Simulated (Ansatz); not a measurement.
Ba: relaxation (Ansatz)

The input file (Ansatz 0.2.0, plane waves):

```yaml
crystal:
  lattice:
    - [-2.5080782, 2.5080782, 2.5080782]
    - [2.5080782, -2.5080782, 2.5080782]
    - [2.5080782, 2.5080782, -2.5080782]
  atoms:
    - { symbol: Ba, position: [0.0, 0.0, 0.0] }
  symmetry: { tolerance: 0.0003 }
kpoints:
  mp_grid: { grid: [10, 10, 10], shift: [0, 0, 0] }
magnetization:
  spin_polarized: false
scf:
  occupations: { method: fermi_dirac }
  lower_state_search: "off"
hamiltonian:
  pseudopotentials: { kind: paw }
  xc: r2scan
basis:
  ecutwfc: 500
  fft_grid_basis: typed
relax:
  max_steps: 60
  cell: { p_target: 0.0 }
output:
  forces: true
  stress: true
  eigenvalues: true
  bader: true
  populations: true
  elf: true
  write_potential: true
  volumetric_format: npy
  dos:
    e_range: [-12, 8]
    de: 0.05
    projected: { site_lists: { Ba: [Ba] } }
  write_density: true
checkpoint:
  read: saved_state
```

Run with:

```bash
ansatz run input.yaml --threads 2 --pin off --max-ram 3584MiB --backend cpu --events-out ev --progress --plain --runs-dir out
```

Origin of the cell: a database entry, scaled a little.

The smearing width isn't typed, so it takes its default of 0.1 eV.

The saved state is a converged single point of the same cell.

Steps («new basis» is an SCF on plane waves selected anew at the same cell):

```json
{"step": "1", "ΔF (meV/atom)": "0.0", "max force component (eV/Å)": "0.000", "P (GPa)": "0.30", "volume (Å³)": "63.11", "SCF iterations": "4", "step was": "accepted"}
{"step": "2", "ΔF (meV/atom)": "-0.9", "max force component (eV/Å)": "0.000", "P (GPa)": "0.22", "volume (Å³)": "63.64", "SCF iterations": "4", "step was": "accepted"}
{"step": "3", "ΔF (meV/atom)": "-1.9", "max force component (eV/Å)": "0.000", "P (GPa)": "0.01", "volume (Å³)": "65.22", "SCF iterations": "5", "step was": "accepted"}
{"step": "4", "ΔF (meV/atom)": "-2.0", "max force component (eV/Å)": "0.000", "P (GPa)": "0.01", "volume (Å³)": "65.22", "SCF iterations": "5", "step was": "new basis"}
```

Before:

Space group Im-3m (No. 229); the run's cell has a = 4.344 Å, b = 4.344 Å, c = 4.344 Å, α = 109.47°, β = 109.47°, γ = 109.47°. Shortest distances: .

The relaxed structure.

Space group Im-3m (No. 229); the run's cell has a = 4.392 Å, b = 4.392 Å, c = 4.392 Å, α = 109.47°, β = 109.47°, γ = 109.47°. Shortest distances: .

```
CELL_PARAMETERS angstrom
-2.53571 2.53571 2.53571
2.53571 -2.53571 2.53571
2.53571 2.53571 -2.53571
ATOMIC_POSITIONS crystal
Ba 0.00000 0.00000 0.00000
```

| Property | Result |
| --- | --- |
| Free energy lowered by | 2.0 meV/atom |
| Volume change | 3.34 % |
| Final pressure | 0.01 GPa |
| Relaxation steps listed | 4 |

Caveats: the relaxation held the start's symmetry, so the end may be a saddle point.

It ran for 26 s on 2 threads of Arm Neoverse N1 (shared host), peak memory 0.56 GiB, from a saved density.
